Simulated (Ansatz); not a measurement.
A relaxation of cell and atoms of In4SbAs3, ordered on the zincblende lattice (Amm2) with 8 atoms a cell with the PAW code Ansatz, at the level r2SCAN. It starts from the PBE minimum.

```yaml
crystal:
  lattice:
    - [4.456133634, 0.0, 0.0]
    - [0.0, 4.4598605634, 6.2998645637]
    - [0.0, -4.4598605634, 6.2998645637]
  atoms:
    - { symbol: As, position: [0.0, 0.0001720495, 0.0001720495] }
    - { symbol: As, position: [0.5, -0.0010147867, 0.500902454] }
    - { symbol: As, position: [0.5, 0.500902454, -0.0010147867] }
    - { symbol: Sb, position: [0.0, 0.5004419366, 0.5004419366] }
    - { symbol: In, position: [0.5, 0.8760038226, 0.8760038226] }
    - { symbol: In, position: [0.0, 0.8879712431, 0.3700455801] }
    - { symbol: In, position: [0.0, 0.3700455801, 0.8879712431] }
    - { symbol: In, position: [0.5, 0.3654777008, 0.3654777008] }
kpoints:
  mp_grid: { grid: [6, 4, 4] }
hamiltonian:
  xc: r2scan
scf:
  occupations: { method: fermi_dirac, width: 0.02 }
relax:
  f_tol: 0.005
  cell: {}
output:
  write_density: true
  write_potential: true
  elf: true
  volumetric_format: npy
```

In the abridged output below, numbers in square brackets stand for lines, or ends of lines, that were taken out.
```
Functional definition: r2SCAN
Crystal: 8 atoms, lattice volume = 250.404 Å³
Basis set: ecut = 500 eV, 6359 PW (Γ)
Bands: 68, of which v1, the nominal top of the filled ones, is band 56 counted from 1 (55 counted from 0)
Symmetry: 4 space group operations
Space group: Amm2 (ITA 38)
[1]
preconditioner: auto → Resta (q_TF=auto, 2.386 Å⁻¹)  ε∞=2.9  [insulator: Δε(μ)=0.094 eV  σ=0.020 eV  ℏωp=19.9 eV]
relax step 1: F+E_penalty+E_count = -43542.73540112 eV  max|allowed force component| = 2.924e-2 eV/Å  Δτ_max = 0.0000 Å  P = -1.811 GPa  Ω = 250.404 Å³
--- Relaxed structure (5 steps of the walk, 5 accepted, 1 SCFs on fresh bases) ---
[2]
```

Q: Fill in the blanks. They hold the relaxed structure, the count of irreducible k points.

A:
```
[1]
k-points: 28 of 96 (time reversal used)
[2]
  F+E_penalty+E_count = -43542.78883870 eV   max|allowed force component| = 4.469e-4 eV/Å
  cell:  # Å, volume = 241.2873 Å³
    - [4.399732, 0.000000, 0.000000]
    - [0.000000, 4.404847, 6.225117]
    - [0.000000, -4.404847, 6.225117]
  atoms:
    - { symbol: As, position: [0.000000, 0.000121, 0.000121] }
    - { symbol: As, position: [0.500000, -0.001131, 0.501060] }
    - { symbol: As, position: [0.500000, 0.501060, -0.001131] }
    - { symbol: Sb, position: [0.000000, 0.500520, 0.500520] }
    - { symbol: In, position: [0.500000, 0.876023, 0.876023] }
    - { symbol: In, position: [0.000000, 0.888186, 0.369930] }
    - { symbol: In, position: [0.000000, 0.369930, 0.888186] }
    - { symbol: In, position: [0.500000, 0.365290, 0.365290] }
```
The trailing digits, and the zero of the energies, depend on the potentials and thresholds.

Run as `ansatz run input.yaml --threads 4 --pin off --max-ram 6451MiB --backend cpu --events-out ev --progress --plain --runs-dir out`.

Q: It ran on 4 threads of Arm Neoverse V1, on a shared host. About how long did it take, and what peak of host memory did it reach?

A: About 2.4 min, with a peak of 1.5 GiB.

Values at 0 K without nuclear motion; spin polarisation is off, and the phase may be a hypothetical one.
